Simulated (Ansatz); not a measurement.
# From a trial cell to the properties of WC-type LuSb

The computed numbers are results of PBEsol, scalar-relativistic (no spin polarisation) in the plane-wave PAW code Ansatz at 420 eV, Γ-centred 10×10×8 mesh, 0.05 eV Gaussian smearing; PAW files: Ansatz's generated set soft_2.

This is a trial structure: such lanthanide and actinide compounds mostly take the rock-salt structure.

Starting cell:

```cif
data_structure
_symmetry_space_group_name_H-M 'P 1'
_symmetry_Int_Tables_number 1
_cell_length_a 4.0492
_cell_length_b 4.0492
_cell_length_c 3.9519
_cell_angle_alpha 90.000
_cell_angle_beta 90.000
_cell_angle_gamma 120.000
_cell_volume 56.11
loop_
_atom_site_label
_atom_site_type_symbol
_atom_site_fract_x
_atom_site_fract_y
_atom_site_fract_z
_atom_site_occupancy
Lu1 Lu 0.00000 0.00000 0.00000 1
Sb1 Sb 0.66667 0.33333 0.50000 1
```

The runs in order:

| run | level | k-mesh | kind | V (Å³/atom) | P (GPa) | E − E(final) (meV/atom) | gap on the mesh (eV) |
| --- | --- | --- | --- | --- | --- | --- | --- |
| 1 | PBEsol | 10×10×8 | cell and atoms relaxed | 27.94 | 0.0 | 0.0 | metal |

The final structure (symmetry read at 0.01 Å). It takes space group P-6m2 (No. 187, hexagonal). Conventional cell: a = 4.145 Å, b = 4.145 Å, c = 3.755 Å, α = 90.00°, β = 90.00°, γ = 120.00°. Lu (site symmetry -6m2) has 6 Sb at 3.04 Å as nearest neighbours. Around Sb (site symmetry -6m2) lie 6 Lu at 3.04 Å. (Shells end 15 % past the nearest neighbour.)

At the final geometry the gap, band path included, is zero (metallic). The equation of state gives B0 = 63 GPa and B0′ = 3.8. Against the elements' standard states, run alike and uncorrected, the formation energy is -0.77 eV/atom. The runs in the table took roughly 1.9 core-minutes.

**Reading the result.**

Formal charges Lu³⁺, Sb³⁻ balance and leave closed shells on every ion, yet the run finds no gap: the anions' valence bands overlap the cations' empty bands by 0.3 eV on the mesh. Semilocal functionals make gaps too small, by up to about 1 eV in such compounds, so the real crystal may have a narrow gap or be a semimetal.

For elements this heavy, spin–orbit coupling would shift levels and gaps; it isn't included here.
